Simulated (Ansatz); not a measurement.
Here is an unrelaxed guess for IrRh5.

```yaml
crystal:
  lattice:
    - [4.64717, 0.00000, 0.00000]
    - [-2.32358, 4.02457, 0.00000]
    - [0.00000, 0.00000, 4.38627]
  atoms:
    - { symbol: Ir, position: [0.00000, 0.00000, 0.00000] }
    - { symbol: Rh, position: [0.66667, 0.33333, 0.00000] }
    - { symbol: Rh, position: [0.33333, 0.66667, 0.00000] }
    - { symbol: Rh, position: [0.33333, 0.00000, 0.50000] }
    - { symbol: Rh, position: [0.00000, 0.33333, 0.50000] }
    - { symbol: Rh, position: [0.66667, 0.66667, 0.50000] }
```

Theory: DFT PBE, scalar-relativistic, plane waves, PAW in Ansatz. Settings: cutoff 420 eV, Γ-centred mesh 6×6×4 on the computed 6-atom cell, Gaussian smearing of 0.10 eV; no spin polarisation.

Formation energies are uncorrected and refer to the elements' standard structures at the same level.

**Question.** How far from equilibrium is it?

**Answer.** The pressure is 9.7 GPa (the mean over three directions, positive in compression), the largest force is 0.06 eV/Å, and the energy is +0.02 eV/atom against the elements. The shortest distance is 2.68 Å.

**Question.** Is it a good guess?

**Answer.** A good one: relaxing gains under 0.1 eV/atom (the start's value is from the coarse mesh, so the gain is rough) in 9 ionic steps and ends at +0.03 eV/atom on the finer mesh. The symmetry stays P-62m (No. 189). The volume per atom grows by 3.6 %, from 13.7 to 14.2 Å³. The shortest distance goes from 2.68 Å (Ir–Rh and Rh–Rh) to 2.70 Å (Ir–Rh). Conventional cell: a = 4.722 Å, c = 4.401 Å. Around Ir lie 12 Rh at 2.70–2.73 Å; Rh on a site of symmetry -6 is surrounded by 9 Rh at 2.71–2.73 Å and 3 Ir at 2.73 Å; around Rh on a site of symmetry m2m lie 2 Ir at 2.70 Å and 10 Rh at 2.71–2.74 Å.

The last run used a 12×12×8 mesh (in the run's order of axes) for its 6-atom cell and Gaussian smearing of 0.10 eV. For metals, differences of a few meV/atom aren't resolved. Spin–orbit coupling, which can matter for Ir, is left out. The relaxation can't lower the symmetry of the start, and the grade says only how near the guess is to its own end. A structure relaxed within its symmetry needn't be a true minimum. Another cell of IrRh5 relaxed alike, in P4/mmm, lies 36 meV/atom lower, so this cell isn't the stable form at this level.
